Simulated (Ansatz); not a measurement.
## Relaxing a structure of WSe2

The start is a generated cell, WSe2 placed in the AFLOW prototype A2B_tI12_141_e_a (C5, as in TiO2). A full variable-cell relaxation at zero pressure is run with r2SCAN (plane waves to 500 eV, PAW, scalar-relativistic; Ansatz, a first-principles code). The first steps use a coarse 7×7×7 k-mesh.

Initial structure:
```
CELL_PARAMETERS angstrom
     -2.36188     2.36188     5.93683
      2.36188    -2.36188     5.93683
      2.36188     2.36188    -5.93683
ATOMIC_POSITIONS crystal
  Se 0.33306 0.33306 0.00000
  Se 0.41694 0.91694 0.50000
  Se 0.66694 0.66694 0.00000
  Se 0.08306 0.58306 0.50000
  W  0.75000 0.25000 0.50000
  W  0.00000 0.00000 0.00000
```

Q: How large is the pressure on the unrelaxed cell, and of which sign?

A: -6 GPa (negative: the cell is under tension).

Q: Which atoms feel the largest initial force, and how large is it?

A: About 1.0 eV/Å, on Se1, Se2, Se3, Se4 (atoms numbered as listed).

Q: By how much does the energy per atom fall from start to end?

A: 0.79 eV/atom.

Q: How does the volume per atom move from start to end?

A: -7.8 %, from 22.08 to 20.35 Å³/atom.

Q: How do the shortest distances between atoms change?

A: The closest pairs of elements (up to four, under 3.6 Å), start → end: Se–W 2.56 → 2.51 Å; Se–Se 2.56 → 3.30 Å; W–W 3.79 → 3.49 Å.

Q: What band gap does the relaxed structure have at this level?

A: No gap (metallic).

Q: What does it relax into? Give the structure.

A: 
```cif
data_Se8W4
_chemical_formula_sum 'Se8 W4'
_space_group_name_H-M_alt 'I41/amd :1'
_space_group_IT_number 141
_space_group_name_Hall 'I 4bw 2bw -1bw'
_cell_length_a 5.01787
_cell_length_b 5.01787
_cell_length_c 9.69949
_cell_angle_alpha 90.000
_cell_angle_beta 90.000
_cell_angle_gamma 90.000
loop_
_atom_site_label
_atom_site_type_symbol
_atom_site_symmetry_multiplicity
_atom_site_Wyckoff_symbol
_atom_site_fract_x
_atom_site_fract_y
_atom_site_fract_z
_atom_site_occupancy
Se1 Se 8 e 0.00000 0.00000 0.26430 1
W1 W 4 a 0.00000 0.00000 0.00000 1
```
(The calculation used a cell of 6 atoms; values per cell refer to that cell.)

The space group stays I4₁/amd (No. 141) (the run could not lower it); the end is anatase type, with 6 atoms in the primitive cell. Final values are on a 13×13×13 k-mesh of the relaxed cell. No spin polarisation in the result.

The run could not lose the symmetry of its start, so the end can be a saddle point.

The relaxed structure here is a generated cell of WSe2: the first start was made by placing the elements on the sites of a structure type, and the end was not matched to a known phase here, so it may be hypothetical. Known forms of WSe2 include space group No. 194.
